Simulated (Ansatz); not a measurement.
# HfB3, before and after

A trial structure of HfB3 was built thus: random cell by space group and Wyckoff sites (P6/mmm, No. 191). Lengths were set from tabulated atomic sizes, so they are only a guess.

start.cif

```cif
data_structure
_symmetry_space_group_name_H-M 'P6/mmm'
_symmetry_Int_Tables_number 191
_cell_length_a 2.9822
_cell_length_b 2.9822
_cell_length_c 5.7740
_cell_angle_alpha 90.000
_cell_angle_beta 90.000
_cell_angle_gamma 120.000
_cell_volume 44.47
loop_
_atom_site_label
_atom_site_type_symbol
_atom_site_symmetry_multiplicity
_atom_site_Wyckoff_symbol
_atom_site_fract_x
_atom_site_fract_y
_atom_site_fract_z
_atom_site_occupancy
Hf1 Hf 1 b 0.00000 0.00000 0.50000 1
B1 B 2 d 0.33333 0.66667 0.50000 1
B2 B 1 a 0.00000 0.00000 0.00000 1
```

Level of theory: DFT PBE, scalar-relativistic, plane waves, PAW (Ansatz). Cutoff 420 eV, Gaussian smearing, Γ-centred meshes. Cell and atoms relax first on a coarse mesh and then on a finer one. In between, the cell is made exact in the group found at 0.06 Å. In metals the finer mesh still leaves noise of several meV/atom or more. The steps can't lower the symmetry of their start. No spin polarisation.

end.cif

```cif
data_structure
_symmetry_space_group_name_H-M 'P6/mmm'
_symmetry_Int_Tables_number 191
_cell_length_a 3.9956
_cell_length_b 3.9956
_cell_length_c 4.6226
_cell_angle_alpha 90.000
_cell_angle_beta 90.000
_cell_angle_gamma 120.000
_cell_volume 63.91
loop_
_atom_site_label
_atom_site_type_symbol
_atom_site_symmetry_multiplicity
_atom_site_Wyckoff_symbol
_atom_site_fract_x
_atom_site_fract_y
_atom_site_fract_z
_atom_site_occupancy
Hf1 Hf 1 b 0.00000 0.00000 0.50000 1
B1 B 2 d 0.33333 0.66667 0.50000 1
B2 B 1 a 0.00000 0.00000 0.00000 1
```

The symmetry stays P6/mmm (No. 191). The end has the anti-Li3N type. The volume per atom grows by 43.7 %, from 11.1 to 16.0 Å³. The shortest distance goes from 1.72 Å (Hf–B and B–B) to 2.31 Å (Hf–B and B–B). The ratio c/a of the conventional cell changes by a factor of 0.60. The energy falls by about 4.0 eV/atom (the start's value is from the coarse mesh).

```yaml
Volume_per_atom: 15.98 Å³
Density: 5.48 g/cm³
Formation_energy: +1.75 eV/atom
Gap_on_the_12×12×10_mesh_of_the_4-atom_cell: 0 eV (a metal)
```

Energies over the elements count from the elements' standard structures at the same level, with no fitted energy shifts. It can't be a ground state, since the elements alone are lower.

The last run used Gaussian smearing of 0.10 eV. These runs have no spin–orbit coupling, which can matter for Hf. The cell is a metal run without spin; a magnetic state may lie lower. A structure relaxed within its symmetry needn't be a true minimum. In all, the 3 runs took 69 s on 1 thread of Intel(R) Xeon(R) Processor @ 2.70GHz (shared host). Another cell of HfB3 relaxed alike, in P-6m2, lies 1.92 eV/atom lower, so this cell isn't the stable form at this level.
